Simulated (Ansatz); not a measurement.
SrZrO3:
Space group Imma (No. 74); a = 5.795 Å, b = 8.135 Å, c = 5.814 Å, α = β = γ = 90.00°

```
atom  site  symmetry       x       y       z
----  ----  --------  ------  ------  ------
Sr      4e       mm2  0.0000  0.2500  0.5119
Zr      4a     2/m..  0.0000  0.0000  0.0000
O       4e       mm2  0.0000  0.2500  0.0854
O       8g       .2.  0.2500  0.5472  0.2500
```
(The calculation used a cell of 10 atoms; values per cell refer to that cell.)

Relaxed with PBEsol.

Problem. Give the optical modes at the zone centre with their infrared activity from DFPT, PBEsol in the plane-wave PAW code Ansatz.

Solution. Transverse frequencies, without the LO–TO term; a row sums one degenerate level.

```
ω (cm⁻¹)  degeneracy  IR ((D/Å)²/amu)     activity  symmetry
--------  ----------  ---------------  -----------  --------
73                 1             0.00  IR-inactive       B2g
77                 1            17.42           IR       B3u
92                 1             0.00  IR-inactive       B1g
130                1             0.00  IR-inactive       B3g
140                1            13.51           IR       B2u
145                1             0.00  IR-inactive       B2g
148                1             0.00  IR-inactive        Ag
169                1             3.11           IR       B1u
185                1             0.19           IR       B3u
192                1            45.16           IR       B2u
212                1            43.20           IR       B3u
217                1            54.47           IR       B1u
217                1             0.00  IR-inactive        Au
266                1             0.00  IR-inactive        Ag
278                1             0.41           IR       B1u
307                1             0.00  IR-inactive        Au
321                1            10.55           IR       B2u
330                1            15.13           IR       B1u
367                1             0.00  IR-inactive       B2g
377                1             0.00  IR-inactive       B3g
407                1             0.00  IR-inactive        Ag
485                1            34.18           IR       B2u
495                1            41.93           IR       B3u
523                1            33.44           IR       B1u
544                1             0.00  IR-inactive       B3g
552                1             0.00  IR-inactive       B1g
787                1             0.00  IR-inactive       B3g
```

Problem. How high does the top mode go among those that the LO–TO term moves?

Solution. 706 cm⁻¹ for q along x, 693 cm⁻¹ for q along y, 716 cm⁻¹ for q along z.

The first step of the workflow began from a Materials Project structure, measured or hypothetical; the Crystallography Open Database copy checked does not list it. COD files the formula under space group No. 62, 63, 221. Its standing as an ambient phase is unchecked. Symmetry was held in the PBEsol relaxation; its stability against distortions is not shown here. No spin polarisation was allowed.

Potentials: the later of the program's two PAW sets.
